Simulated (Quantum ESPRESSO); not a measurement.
Band energies of LaVO4

```xyz
12
Lattice="-3.7310 3.7310 3.2759 3.7310 -3.7310 3.2759 3.7310 3.7310 -3.2759" Properties=species:S:1:pos:R:3 pbc="T T T"
O      0.0000     1.3257     2.1801
O      2.4053     0.0000     0.5421
O      3.7310     2.4053    -1.0959
O      5.0567     0.0000     0.5421
O      3.7310    -1.3257     2.7338
O      2.4053     3.7310     1.0959
O      3.7310     1.3257     2.7338
O      1.3257     0.0000     4.3718
V      3.7310     0.0000     1.6380
V      0.0000     0.0000     3.2759
La     0.0000     0.0000     0.0000
La     0.0000     3.7310     1.6380
```

PBEsol (pw.x of Quantum ESPRESSO, ONCV potentials, no spin-orbit coupling); path ΓXMΓZPNZ1M,XP; energies in eV from the valence-band maximum.

```
k (1/Å)  point  band 44  band 45  band 46  band 47  band 48  band 49  band 50  band 51
-------  -----  -------  -------  -------  -------  -------  -------  -------  -------
0.00         Γ    -0.40    -0.40    -0.38    -0.38    -0.02     3.02     3.71     3.83
0.20              -0.46    -0.45    -0.43    -0.39    -0.07     3.13     3.71     3.82
0.40              -0.63    -0.53    -0.51    -0.42    -0.21     3.39     3.70     3.81
0.60         X    -0.72    -0.61    -0.61    -0.36    -0.36     3.64     3.64     3.84
0.79              -0.74    -0.54    -0.54    -0.43    -0.43     3.69     3.69     3.85
1.19         M    -0.83    -0.79    -0.79    -0.38    -0.38     3.75     3.75     3.96
1.40              -0.81    -0.73    -0.56    -0.46    -0.38     3.74     3.76     3.80
1.61              -0.66    -0.58    -0.55    -0.37    -0.27     3.46     3.71     3.79
1.82              -0.47    -0.46    -0.46    -0.37    -0.08     3.14     3.71     3.82
2.03         Γ    -0.40    -0.40    -0.38    -0.38    -0.02     3.02     3.71     3.83
2.37              -0.78    -0.67    -0.05    -0.05    -0.04     3.37     3.80     3.85
2.54              -0.79    -0.79    -0.15    -0.06    -0.06     3.66     3.79     3.85
2.71              -0.85    -0.85    -0.36    -0.16    -0.16     3.82     3.84     3.86
2.88         Z    -0.89    -0.89    -0.65    -0.32    -0.32     3.77     3.77     3.91
3.06              -0.91    -0.83    -0.46    -0.26    -0.25     3.80     3.81     3.84
3.41              -0.98    -0.59    -0.48    -0.40    -0.22     3.76     3.77     3.90
3.58         P    -0.92    -0.71    -0.71    -0.30    -0.30     3.78     3.78     3.93
3.79              -0.87    -0.75    -0.56    -0.21    -0.18     3.70     3.80     3.89
4.00         N    -0.87    -0.77    -0.70    -0.15     0.00     3.65     3.80     3.88
4.14              -0.89    -0.72    -0.53    -0.19    -0.04     3.67     3.82     3.87
4.42              -0.91    -0.87    -0.48    -0.26    -0.22     3.81     3.82     3.84
4.56        Z1    -0.89    -0.89    -0.65    -0.32    -0.32     3.77     3.77     3.91
4.56         M    -0.83    -0.79    -0.79    -0.38    -0.38     3.75     3.75     3.96
5.16         X    -0.72    -0.61    -0.61    -0.36    -0.36     3.64     3.64     3.84
5.32              -0.71    -0.63    -0.63    -0.34    -0.34     3.68     3.68     3.86
5.64         P    -0.92    -0.71    -0.71    -0.30    -0.30     3.78     3.78     3.93
```

The PBEsol gap is 3.02 eV and nearly direct: the edges lie at N and Γ, the smallest direct gap within 0.02 eV of it. Another valence extremum on the path lies within 0.02 eV, too close to call.

The 3d shell has no Hubbard U; the runs are without spin polarisation, and magnetic order was not tried. The 4f states are in the valence at their DFT position.

Geometry of the Materials Project entry, not relaxed at this level.

The structure is a Materials Project entry; no match was found in the copy of COD used, and its stability was not checked.
